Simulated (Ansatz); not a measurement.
GeMo (rock salt, Fm-3m) at seven volumes, plane-wave PAW r²SCAN (Ansatz code), scaled uniformly. One row is withheld.

```
V (Å³/atom)  P (GPa)
-----------  -------
15.198         19.62
15.699         12.00
16.200          5.51
16.701          0.00
17.202         -4.69
17.703         -8.67
18.204             ?
```

Problem. Fit the shown pressures and predict the withheld one.

Solution. P = (3/2)B₀(x^(7/2) − x^(5/2))[1 + (3/4)(B′ − 4)(x − 1)] with x = (V₀/V)^(2/3). Least squares on the six rows gives V₀ = 16.701 Å³/atom, B₀ = 169 GPa, B′ = 4.38. At V = 18.204, x = 0.9442 and P = -12.06 GPa. The run itself gave -12.05 GPa.

The cell is a constructed one: a structure type filled with these elements; neither database checked (COD, Materials Project) lists it. Its standing as an ambient phase is unchecked. The cell was relaxed with r²SCAN under the symmetry of its start. At this level the phase is mechanically unstable. No spin polarisation was allowed.

Potentials: the later of the program's two PAW sets.
